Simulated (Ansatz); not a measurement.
# RbMnO₄ — ¹⁷O NMR of the central transition

Cell: an entry of the Crystallography Open Database (COD), ions relaxed with PBE at fixed cell.

Space group Pnma (No. 62); a = 9.5411, b = 5.7392, c = 7.6363 Å.

```
site  Wyckoff  site symmetry       x       y       z
  Rb       4c            .m.  0.3156  0.2500  0.6571
  Mn       4c            .m.  0.4409  0.2500  0.1980
  O9       4c            .m.  0.5970  0.2500  0.1192
 O13       4c            .m.  0.3268  0.2500  0.0430
 O17       8d              1  0.4191  0.0211  0.3177
```

One atom of each set is listed.

Method: Kohn–Sham DFT in Ansatz, PBE, plane waves and PAW, scalar-relativistic, 420 eV cutoff, Γ-centred 3×4×3 k-points, Fermi–Dirac smearing 0.02 eV.

¹⁷O has I = 5/2 and Q = -25.58 mb (Pyykkö 2018); at 7.05 T its Larmor frequency is ν₀ = 40.7 MHz. Only the quadrupole interaction is simulated: positions count from each site's isotropic chemical shift, and J coupling is left out, as are shift anisotropy and dipolar coupling, which fast spinning averages.

(1) What does the ¹⁷O spectrum (fast magic-angle spinning) show for each site?

Answers

(1) 

| site | first shell | C_Q (MHz) | η | P_Q (MHz) | δ_QIS (ppm) | breadth (kHz) |
| --- | --- | --- | --- | --- | --- | --- |
| O9 | 1 Mn at 1.61 Å; also 1 Rb at 2.97 Å | -2.65 | 0.10 | 2.66 | -25.6 | 2.30 |
| O13 | 1 Mn at 1.61 Å; also 3 Rb at 2.95–3.29 Å | -2.72 | 0.14 | 2.73 | -26.9 | 2.44 |
| O17 | 1 Mn at 1.61 Å; also 3 Rb at 2.98–3.07 Å | -2.96 | 0.15 | 2.97 | -31.9 | 2.90 |

δ_QIS = −(ν_Q²/30ν₀²)[I(I+1) − 3/4](1 + η²/3) × 10⁶ ppm with ν_Q = 3|C_Q|/[2I(2I−1)]; it falls as 1/B₀² in ppm, and the breadth as 1/B₀ in kHz.

At O9, O13 and O17 V_zz points along its bond to Mn (within 3°) in each case.
